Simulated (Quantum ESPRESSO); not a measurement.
Inputs of pw.x and gipaw.x (a modified build of Quantum ESPRESSO, PBE) for RbBr; the starting potential comes from an earlier run on another mesh:

```
&CONTROL
  calculation = 'scf'
  prefix = 'x'
  pseudo_dir = './pseudo'
  outdir = './out'
  tprnfor = .true.
/
&SYSTEM
  ibrav = 0
  nat = 2
  ntyp = 2
  ecutwfc = 40
  ecutrho = 160
  occupations = 'fixed'
  nbnd = 8
/
&ELECTRONS
  conv_thr = 1e-11
  startingpot = 'file'
/
ATOMIC_SPECIES
Rb 85.468 Rb.GGA_PBE-JTH.UPF
Br 79.904 Br.GGA_PBE-JTH.UPF
CELL_PARAMETERS angstrom
    0.000000000000     3.455950000000     3.455950000000
    3.455950000000     0.000000000000     3.455950000000
    3.455950000000     3.455950000000     0.000000000000
ATOMIC_POSITIONS crystal
Rb     0.000000000000     0.000000000000     0.000000000000
Br     0.500000000000     0.500000000000     0.500000000000
K_POINTS automatic
4 4 4 1 1 1
```

```
&INPUTGIPAW
  job = 'nmr'
  prefix = 'x'
  tmp_dir = './out/'
  restart_mode = 'from_scratch'
  pawproj(1) = .true.
  pawproj(2) = .true.
  use_nmr_macroscopic_shape = .false.
/
```

The geometry is a computed Materials Project entry, not a measured one. It is RbBr in Fm-3m; whether this form has been observed was not checked. Stability against distortions was not tested.

Problem. Give the final section of the GIPAW output.

Solution. 
```
     f-sum rule (should be   -18.2136):
           -18.2130          0.0000          0.0000
             0.0000        -18.2130          0.0000
             0.0000          0.0000        -18.2130

     Total NMR chemical shifts in ppm: ---------------------------------------
     (adopting the Simpson convention for anisotropy and asymmetry)-----------

     Atom  1  Rb  pos: (  0.000000  0.000000  0.000000)  Total sigma:        3014.18
          3014.1752         -0.0000          0.0000
            -0.0000       3014.1752         -0.0000
             0.0000         -0.0000       3014.1752

     Rb      1    anisotropy:      0.00    eta:    0.0000
     Rb      1    sigma_11=   3014.18
     Rb      1    sigma_22=   3014.18
     Rb      1    sigma_33=   3014.18

     Atom  2  Br  pos: (  0.707107  0.707107  0.707107)  Total sigma:        2613.91
          2613.9109          0.0000         -0.0000
             0.0000       2613.9109          0.0000
            -0.0000         -0.0000       2613.9109

     Br      2    anisotropy:     -0.00    eta:    0.0000
     Br      2    sigma_11=   2613.91
     Br      2    sigma_22=   2613.91
     Br      2    sigma_33=   2613.91
```
The printed anisotropy is 3/2 (σ_33 − σ_iso) in the program's own order; the axes are left out here. All sites are cubic, so the anisotropy vanishes by symmetry. These are absolute shieldings with no macroscopic susceptibility term; δ = σ_ref − σ needs a reference computed alike. By our sweeps, such settings leave a few ppm in absolute σ on light atoms and up to some 20 ppm from Zn on. Spin–orbit coupling is left out; its weight grows with the heaviest atom, Rb here. No d partial waves on Br: the paramagnetic term there is incompletely reconstructed.
